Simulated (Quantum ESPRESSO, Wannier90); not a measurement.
## NbAu2 (P6/mmm), plane waves to Wannier functions

Cell from Materials Project (mp-1606), symmetrised, no further relaxation. COD (Crystallography Open Database) has an entry of this formula and space group (matched by these alone). Computed values, not measurements, from PBEsol: Quantum ESPRESSO (norm-conserving PseudoDojo potentials, cutoff 66 Ry, no spin polarisation, no spin-orbit coupling) on a Γ-centred 4×4×6 mesh, then Wannier90. Density: 12×12×16 mesh, cold smearing 0.01 Ry. Spin-orbit coupling is left out although heavy elements are present.

On the energy scale of pw.x, whose zero is arbitrary, the Fermi level lies at 20.42 eV.

Input w.win:

```
num_bands = 41
num_wann = 27
exclude_bands = 1-12
num_iter = 1000
conv_tol = 1.0e-6
conv_window = 4
dis_num_iter = 1000
dis_conv_tol = 1.0e-6
dis_froz_max = 21.92
write_hr = true
write_u_matrices = true
begin projections
f=0.01145,0.00892,0.00412: s;p;d
f=-0.33454,0.32223,0.50293: s;p;d
f=0.33903,-0.33820,0.50940: s;p;d
end projections
begin unit_cell_cart
ang
    4.6764700779    0.0000000000    0.0000000000
   -2.3382350390    4.0499418875    0.0000000000
    0.0000000000    0.0000000000    2.7431000000
end unit_cell_cart
begin atoms_frac
Nb   0.0000000000  0.0000000000  0.0000000000
Au  -0.3333333333  0.3333333333  0.5000000000
Au   0.3333333333 -0.3333333333  0.5000000000
end atoms_frac
mp_grid = 4 4 6
begin kpoints
0.0000000000 0.0000000000 0.0000000000
0.0000000000 0.0000000000 0.1666666667
0.0000000000 0.0000000000 0.3333333333
... (93 more lines: the 4x4x6 mesh through Gamma)
end kpoints
```

Input of pw2wannier90.x that gives the overlap and projection files (equivalent; here they were cut from one run over all bands):

```
&inputpp
  outdir = './out'
  prefix = 'pwscf'
  seedname = 'w'
  write_amn = .true.
  write_mmn = .true.
/
```

Output w.wout (banner and timings cut):

```
                                    ------
                                    SYSTEM
                                    ------

                              Lattice Vectors (Ang)
                    a_1     4.676470   0.000000   0.000000
                    a_2    -2.338235   4.049942   0.000000
                    a_3     0.000000   0.000000   2.743100

                   Unit Cell Volume:      51.95276  (Ang^3)

                        Reciprocal-Space Vectors (Ang^-1)
                    b_1     1.343574   0.775713  -0.000000
                    b_2     0.000000   1.551426   0.000000
                    b_3     0.000000  -0.000000   2.290542

 *----------------------------------------------------------------------------*
 |   Site       Fractional Coordinate          Cartesian Coordinate (Ang)     |
 +----------------------------------------------------------------------------+
 | nb   1   0.00000   0.00000   0.00000   |    0.00000   0.00000   0.00000    |
 | au   1  -0.33333   0.33333   0.50000   |   -2.33824   1.34998   1.37155    |
 | au   2   0.33333  -0.33333   0.50000   |    2.33824  -1.34998   1.37155    |
 *----------------------------------------------------------------------------*
                                ------------
                                K-POINT GRID
                                ------------

             Grid size =  4 x  4 x  6      Total points =   96

 *---------------------------------- MAIN ------------------------------------*
 |  Number of Wannier Functions               :                27             |
 |  Number of Objective Wannier Functions     :                27             |
 |  Number of input Bloch states              :                41             |
 |  Output verbosity (1=low, 5=high)          :                 1             |
 |  Timing Level (1=low, 5=high)              :                 1             |
 |  Optimisation (0=memory, 3=speed)          :                 3             |
 |  Length Unit                               :               Ang             |
 |  Post-processing setup (write *.nnkp)      :                 F             |
 |  Using Gamma-only branch of algorithms     :                 F             |
 *----------------------------------------------------------------------------*
 *------------------------------- WANNIERISE ---------------------------------*
 |  Total number of iterations                :              1000             |
 |  Number of CG steps before reset           :                 5             |
 |  Trial step length for line search         :             2.000             |
 |  Convergence tolerence                     :         0.100E-05             |
 |  Convergence window                        :                 4             |
 |  Iterations between writing output         :                 1             |
 |  Iterations between backing up to disk     :               100             |
 |  Write r^2_nm to file                      :                 F             |
 |  Write xyz WF centres to file              :                 F             |
 |  Write on-site energies <0n|H|0n> to file  :                 F             |
 |  Use guiding centre to control phases      :                 F             |
 |  Use phases for initial projections        :                 F             |
 *----------------------------------------------------------------------------*
 *------------------------------- DISENTANGLE --------------------------------*
 |  Using band disentanglement                :                 T             |
 |  Total number of iterations                :              1000             |
 |  Mixing ratio                              :             0.500             |
 |  Convergence tolerence                     :         1.000E-06             |
 |  Convergence window                        :                 3             |
 *----------------------------------------------------------------------------*
 *-------------------------------- PLOTTING ----------------------------------*
 |  Plotting Hamiltonian in WF basis          :                 T             |
 *----------------------------------------------------------------------------*

       ... (k-mesh section left out)

 Starting a new Wannier90 calculation ...

 Reading overlaps from w.mmn

 Reading projections from w.amn

 *------------------------------- DISENTANGLE --------------------------------*
 +----------------------------------------------------------------------------+
 |                              Energy  Windows                               |
 |                              ---------------                               |
 |                   Outer:   10.72316  to   51.51896  (eV)                   |
 |                   Inner:   10.72316  to   21.92000  (eV)                   |
 +----------------------------------------------------------------------------+
   Number of target bands to extract:   27

                   Unitarised projection of Wannier functions
                   ------------------------------------------
   A_mn = <psi_m|g_n> --> S = A.A^+ --> U = S^-1/2.A
   In dis_project... done
   Using an inner window (linner = T)
   In dis_proj_froz... done

                   Extraction of optimally-connected subspace
                   ------------------------------------------
 +---------------------------------------------------------------------+<-- DIS
 |  Iter     Omega_I(i-1)      Omega_I(i)      Delta (frac.)           |<-- DIS
 +---------------------------------------------------------------------+<-- DIS
       1      28.86557754      27.93475274       3.332E-02    <-- DIS
       2      28.22541645      27.68168795       1.964E-02    <-- DIS
       3      27.90257362      27.51190940       1.420E-02    <-- DIS
       4      27.66874301      27.39097785       1.014E-02    <-- DIS
       5      27.50027273      27.30273178       7.235E-03    <-- DIS
       6      27.37842367      27.23727058       5.182E-03    <-- DIS
       ... (lines left out)
      82      26.99520966      26.99518359       9.656E-07    <-- DIS
      83      26.99514478      26.99512076       8.898E-07    <-- DIS
      84      26.99508221      26.99506016       8.170E-07    <-- DIS

             <<<      Delta < 1.000E-06  over  3 iterations     >>>
             <<< Disentanglement convergence criteria satisfied >>>

        Final Omega_I    26.99506016 (Ang^2)

 +----------------------------------------------------------------------------+

 Writing checkpoint file w.chk... done

 *------------------------------- WANNIERISE ---------------------------------*
 +--------------------------------------------------------------------+<-- CONV
 | Iter  Delta Spread     RMS Gradient      Spread (Ang^2)            |<-- CONV
 +--------------------------------------------------------------------+<-- CONV

 ------------------------------------------------------------------------------
 Initial State
  WF centre and spread    1  ( -0.037631, -0.033989, -0.017459 )     2.83594039
  WF centre and spread    2  ( -0.005520,  0.014945,  0.021720 )     3.54650628
  WF centre and spread    3  (  0.048552,  0.022647, -0.000071 )     3.35691381
  WF centre and spread    4  (  0.012941,  0.066149, -0.000200 )     3.35300656
  WF centre and spread    5  ( -0.002808, -0.003815, -0.003027 )     1.01797726
  WF centre and spread    6  ( -0.013380,  0.002970, -0.005724 )     1.14781841
  WF centre and spread    7  (  0.002211, -0.015270, -0.005719 )     1.14695561
  WF centre and spread    8  ( -0.016329, -0.015771,  0.000841 )     1.13193956
  WF centre and spread    9  ( -0.013893, -0.018939,  0.000770 )     1.13073335
  WF centre and spread   10  ( -2.342934,  1.353186,  1.369497 )     1.99064878
  WF centre and spread   11  ( -2.337517,  1.330044,  1.376334 )     2.55596966
  WF centre and spread   12  ( -2.333449,  1.303603,  1.374155 )     2.57734751
  WF centre and spread   13  ( -2.334094,  1.351549,  1.373926 )     2.56271460
  WF centre and spread   14  ( -2.339564,  1.353523,  1.369338 )     0.76235395
  WF centre and spread   15  ( -2.344031,  1.350900,  1.368062 )     0.82014535
  WF centre and spread   16  ( -2.336137,  1.360215,  1.368089 )     0.80792737
  WF centre and spread   17  ( -2.346559,  1.363558,  1.372260 )     0.78918076
  WF centre and spread   18  ( -2.341250,  1.363146,  1.372412 )     0.78293087
  WF centre and spread   19  (  2.332546, -1.347857,  1.368490 )     1.99062928
  WF centre and spread   20  (  2.350667, -1.359497,  1.385990 )     2.55564704
  WF centre and spread   21  (  2.361252, -1.329494,  1.379640 )     2.56177916
  WF centre and spread   22  (  2.355662, -1.386780,  1.379782 )     2.57923905
  WF centre and spread   23  (  2.335573, -1.348431,  1.364306 )     0.76569124
  WF centre and spread   24  (  2.326452, -1.356344,  1.360179 )     0.81211812
  WF centre and spread   25  (  2.341806, -1.338050,  1.360106 )     0.81577659
  WF centre and spread   26  (  2.323364, -1.351519,  1.374097 )     0.78228667
  WF centre and spread   27  (  2.332024, -1.336839,  1.373995 )     0.78602316
  Sum of centres and spreads ( -0.022044, -0.006160, 24.681788 )    45.96620039

      0     0.460E+02     0.0000000000       45.9662003795  <-- CONV
        O_D=      0.0153730 O_OD=     18.9557673 O_TOT=     45.9662004 <-- SPRD
 ------------------------------------------------------------------------------
      1    -0.230E+01     0.8348204636       43.6659105869  <-- CONV
        O_D=      0.0513792 O_OD=     16.6194712 O_TOT=     43.6659106 <-- SPRD
      2    -0.475E+00     0.7669717618       43.1908460115  <-- CONV
        O_D=      0.0222139 O_OD=     16.1735720 O_TOT=     43.1908460 <-- SPRD
      3    -0.110E+00     0.3533776535       43.0806979910  <-- CONV
        O_D=      0.0169254 O_OD=     16.0687125 O_TOT=     43.0806980 <-- SPRD
      4    -0.443E-01     0.2019790461       43.0363999487  <-- CONV
        O_D=      0.0163733 O_OD=     16.0249665 O_TOT=     43.0363999 <-- SPRD
      5    -0.358E-01     0.1569902073       43.0006167554  <-- CONV
        O_D=      0.0165047 O_OD=     15.9890519 O_TOT=     43.0006168 <-- SPRD
       ... (lines left out)
    100    -0.759E-02     0.0722265818       34.9952924863  <-- CONV
        O_D=      0.0198076 O_OD=      7.9804248 O_TOT=     34.9952925 <-- SPRD
       ... (lines left out)
    200    -0.656E-03     0.0212762989       34.5890747788  <-- CONV
        O_D=      0.0159953 O_OD=      7.5780193 O_TOT=     34.5890748 <-- SPRD
       ... (lines left out)
    300    -0.625E-04     0.0088238469       34.5701866615  <-- CONV
        O_D=      0.0156427 O_OD=      7.5594838 O_TOT=     34.5701867 <-- SPRD
       ... (lines left out)
    400    -0.174E-04     0.0034307534       34.5664120593  <-- CONV
        O_D=      0.0157617 O_OD=      7.5555902 O_TOT=     34.5664121 <-- SPRD
       ... (lines left out)
    500    -0.457E-05     0.0017604007       34.5654619900  <-- CONV
        O_D=      0.0158430 O_OD=      7.5545589 O_TOT=     34.5654620 <-- SPRD
       ... (lines left out)
    600    -0.161E-05     0.0014097667       34.5651753741  <-- CONV
        O_D=      0.0158935 O_OD=      7.5542217 O_TOT=     34.5651754 <-- SPRD
       ... (lines left out)
    700    -0.978E-06     0.0008220671       34.5650438593  <-- CONV
        O_D=      0.0159231 O_OD=      7.5540606 O_TOT=     34.5650439 <-- SPRD
       ... (lines left out)
    704    -0.976E-06     0.0008086292       34.5650396954  <-- CONV
        O_D=      0.0159237 O_OD=      7.5540559 O_TOT=     34.5650397 <-- SPRD
    705    -0.953E-06     0.0008045603       34.5650387426  <-- CONV
        O_D=      0.0159243 O_OD=      7.5540543 O_TOT=     34.5650387 <-- SPRD
    706    -0.988E-06     0.0008005361       34.5650377549  <-- CONV
        O_D=      0.0159252 O_OD=      7.5540524 O_TOT=     34.5650378 <-- SPRD
             <<<     Delta < 1.000E-06  over  4 iterations     >>>
             <<< Wannierisation convergence criteria satisfied >>>
 Final State
  WF centre and spread    1  (  0.486599,  0.461088, -0.376486 )     1.62337962
  WF centre and spread    2  ( -0.538534, -0.323336,  0.527686 )     1.68820518
  WF centre and spread    3  (  0.412156, -0.491621, -0.352467 )     1.55676917
  WF centre and spread    4  ( -0.426294, -0.397910, -0.387408 )     1.53673538
  WF centre and spread    5  ( -0.001384,  0.003717, -0.026495 )     1.03208644
  WF centre and spread    6  (  0.572063, -0.176607,  0.470959 )     1.63082959
  WF centre and spread    7  ( -0.021948,  0.584970,  0.433789 )     1.60249480
  WF centre and spread    8  ( -0.013123, -0.123004,  0.042169 )     1.16818110
  WF centre and spread    9  ( -0.489167,  0.457545, -0.328922 )     1.58535073
  WF centre and spread   10  ( -2.704785,  1.564339,  0.938418 )     1.24862366
  WF centre and spread   11  ( -2.857863,  1.455235,  1.830336 )     1.37502661
  WF centre and spread   12  ( -1.782056,  1.267435,  0.932302 )     1.37440888
  WF centre and spread   13  ( -2.592626,  0.874187,  1.043644 )     1.28014521
  WF centre and spread   14  ( -2.352307,  1.341235,  1.361734 )     0.73937494
  WF centre and spread   15  ( -1.931822,  1.510214,  1.803786 )     1.26376360
  WF centre and spread   16  ( -2.244688,  0.868698,  1.743980 )     1.27197619
  WF centre and spread   17  ( -2.275510,  1.945212,  1.336181 )     1.25728643
  WF centre and spread   18  ( -2.312752,  1.327839,  1.354606 )     0.75828796
  WF centre and spread   19  (  1.818212, -1.041400,  0.964795 )     1.41627721
  WF centre and spread   20  (  1.893648, -1.600382,  1.809545 )     1.35430738
  WF centre and spread   21  (  2.870009, -1.057779,  0.978652 )     1.41988508
  WF centre and spread   22  (  2.331052, -1.951922,  0.964840 )     1.41408476
  WF centre and spread   23  (  2.338919, -1.352331,  1.334567 )     0.74020535
  WF centre and spread   24  (  2.770522, -1.616627,  1.803630 )     1.34830095
  WF centre and spread   25  (  2.343585, -0.839599,  1.806885 )     1.35525359
  WF centre and spread   26  (  2.330810, -1.313922,  1.337375 )     0.76283356
  WF centre and spread   27  (  2.345240, -1.378679,  1.339905 )     0.76096441
  Sum of centres and spreads ( -0.032042, -0.003403, 24.688006 )    34.56503777

         Spreads (Ang^2)       Omega I      =    26.995060156
        ================       Omega D      =     0.015925214
                               Omega OD     =     7.554052385
    Final Spread (Ang^2)       Omega Total  =    34.565037755
```
